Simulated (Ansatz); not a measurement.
ScAl3 (Cu3Au type)

```yaml
crystal:
  lattice:
    - [4.08581, 0.00000, 0.00000]
    - [0.00000, 4.08581, 0.00000]
    - [0.00000, 0.00000, 4.08581]
  atoms:
    - { symbol: Al, position: [0.00000, 0.50000, 0.50000] }
    - { symbol: Al, position: [0.50000, 0.50000, 0.00000] }
    - { symbol: Al, position: [0.50000, 0.00000, 0.50000] }
    - { symbol: Sc, position: [0.00000, 0.00000, 0.00000] }
```

The slice is a {100} plane (indices of the conventional cell) through the point (0.500, 0.000, 0.500) (fractional), spanned by u = [100] and v = [010] in vectors of this cell: u (4.09 Å) and v (4.09 Å, at 90° to u). It covers one period; positions are fractions (u, v).

The numbers are results of r2SCAN (plane waves to 500 eV, PAW, scalar-relativistic; Ansatz, a quantum-chemistry and plane-wave program), not measurements. k mesh 11×11×11. These are valence fields of a PAW run, semicore shells included where kept as valence: close to a nucleus they are smooth pseudo fields. ScAl3 is run without spin polarisation. ScAl3 was relaxed with its symmetry unable to fall.

Problem. What is the ELF at the midpoint of the shortest Al–Al line in this plane (2.89 Å)?

Solution. 0.70.

Problem. What is the valence density on the shortest Al–Al line in this plane (2.89 Å), at its midpoint?

Solution. 0.21 e/Å³.

Problem. Sketch the valence electron density on this plane as a map.

Solution. 
```
|0012589998776666677899985210|
|0024689998877666778899986420|
|2236899998877777778899998632|
|4567999999888777888999999765|
|6778999999988888889999999877|
|8889999999999999999999999988|
|8888899999999999999999998888|
|7778889999999999999999988877|
|6667788999998888899999887766|
|5556778899986555689998877655|
|4455678898764222467898876554|
|3445567887632101236788765544|
|3344567887520000025788765443|
|3334567886420000024688765433|
|3344567887520000025788765443|
|3445567887632101236788765544|
|4455678898764222467898876554|
|5556778899986555689998877655|
|6667788999998888899999887766|
|7778889999999999999999988877|
|8888899999999999999999998888|
|8889999999999999999999999988|
|6778999999988888889999999877|
|4567999999888777888999999765|
|2236899998877777778899998632|
|0024689998877666778899986420|
|0012589998776666677899985210|
|0002589998776666677899985200|
```
Scale: ten equal steps from -1.24 (start of '0') to -0.65 (end of '9'), in the order '0123456789'. Values: log₁₀ of the valence density in e/Å³. The map has 28 points along u (one character each, u = 0 at the left) and 28 along v (v = 0 in the bottom row). The scale is logarithmic, as a density can span decades between atoms and voids.
